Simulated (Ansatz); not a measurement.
Al$_{2}$Mo$_{3}$C:
```yaml
crystal:
  lattice:
    - [6.85233, 0.00000, 0.00000]
    - [0.00000, 6.85233, 0.00000]
    - [0.00000, 0.00000, 6.85233]
  atoms:
    - { symbol: Al, position: [0.56679, 0.43321, 0.93321] }
    - { symbol: Al, position: [0.81679, 0.31679, 0.18321] }
    - { symbol: Al, position: [0.93321, 0.56679, 0.43321] }
    - { symbol: Al, position: [0.68321, 0.68321, 0.68321] }
    - { symbol: Al, position: [0.06679, 0.06679, 0.06679] }
    - { symbol: Al, position: [0.31679, 0.18321, 0.81679] }
    - { symbol: Al, position: [0.43321, 0.93321, 0.56679] }
    - { symbol: Al, position: [0.18321, 0.81679, 0.31679] }
    - { symbol: Mo, position: [0.62500, 0.29845, 0.54845] }
    - { symbol: Mo, position: [0.95155, 0.37500, 0.79845] }
    - { symbol: Mo, position: [0.87500, 0.70155, 0.04845] }
    - { symbol: Mo, position: [0.54845, 0.62500, 0.29845] }
    - { symbol: Mo, position: [0.12500, 0.20155, 0.45155] }
    - { symbol: Mo, position: [0.45155, 0.12500, 0.20155] }
    - { symbol: Mo, position: [0.37500, 0.79845, 0.95155] }
    - { symbol: Mo, position: [0.04845, 0.87500, 0.70155] }
    - { symbol: Mo, position: [0.79845, 0.95155, 0.37500] }
    - { symbol: Mo, position: [0.29845, 0.54845, 0.62500] }
    - { symbol: Mo, position: [0.20155, 0.45155, 0.12500] }
    - { symbol: Mo, position: [0.70155, 0.04845, 0.87500] }
    - { symbol: C, position: [0.87500, 0.12500, 0.62500] }
    - { symbol: C, position: [0.12500, 0.62500, 0.87500] }
    - { symbol: C, position: [0.62500, 0.87500, 0.12500] }
    - { symbol: C, position: [0.37500, 0.37500, 0.37500] }
```

Relaxed with r²SCAN. Special points in fractions of this cell's reciprocal vectors: Γ (0.000, 0.000, 0.000); X (0.000, 0.500, 0.000); M (0.500, 0.500, 0.000); R (0.500, 0.500, 0.500).

**Question.** List the band energies nearest the Fermi level at these points for the program Ansatz at the r²SCAN level (PAW).

**Answer.** In eV from the Fermi level; about four levels below and three above (degenerate sets whole), none deeper than 8.9 eV; points with the same levels are listed once.

| k | below | above |
|---|---|---|
| Γ | -0.38 -0.38 -0.38 -0.22 | 0.22 0.22 0.22 |
| X | -0.31 -0.31 -0.23 -0.23 | 0.07 0.07 0.25 0.25 |
| M | -0.21 -0.21 -0.04 -0.04 | 0.01 0.01 0.43 0.43 |
| R | -0.47 -0.47 -0.47 -0.47 | 0.42 0.42 0.42 0.42 |

Space group P4_132. The first step of the workflow began from a Materials Project structure, measured or hypothetical; the Crystallography Open Database copy checked does not list it. Its standing as an ambient phase is unchecked. Symmetry was held in the r²SCAN relaxation; its stability against distortions is not shown here. No spin polarisation was allowed. Spin–orbit coupling is left out wherever it is not named.

Potentials: the later of the program's two PAW sets.
